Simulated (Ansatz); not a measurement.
BiB:
```yaml
crystal:
  lattice:
    - [0.00000, 2.74498, 2.74498]
    - [2.74498, 0.00000, 2.74498]
    - [2.74498, 2.74498, 0.00000]
  atoms:
    - { symbol: Bi, position: [0.75000, 0.75000, 0.75000] }
    - { symbol: B, position: [0.00000, 0.00000, 0.00000] }
```

Relaxed with r²SCAN. Special points in fractions of this cell's reciprocal vectors: Γ (0.000, 0.000, 0.000); X (0.500, 0.000, 0.500); U (0.625, 0.250, 0.625); K (0.375, 0.375, 0.750); L (0.500, 0.500, 0.500); W (0.500, 0.250, 0.750).

### Question
List the band energies nearest the valence-band maximum at these points for plane-wave PAW r²SCAN (Ansatz code).

### Answer
In eV from the valence-band maximum; about four levels below and three above (degenerate sets whole), none deeper than 8.9 eV; points with the same levels are listed once.

| k | below | above |
|---|---|---|
| Γ | 0.00 0.00 0.00 | 0.39 2.93 2.93 2.93 |
| X | -8.37 -3.68 -3.68 | 1.00 1.14 9.00 |
| U | -8.07 -5.07 -3.14 | 1.47 3.95 7.52 |
| L | -8.14 -1.72 -1.72 | 0.52 4.40 4.40 |
| W | -8.06 -4.76 -4.36 | 3.64 4.21 5.34 |

Space group F-43m (zinc blende). A made-up cell: these elements were put on the sites of a structure type; neither database checked (COD, Materials Project) lists it. Whether it is the stable phase at ambient conditions was not checked. Symmetry was held in the r²SCAN relaxation; its stability against distortions is not shown here. Spin–orbit coupling is left out wherever it is not named.

Potentials: the later of the program's two PAW sets.
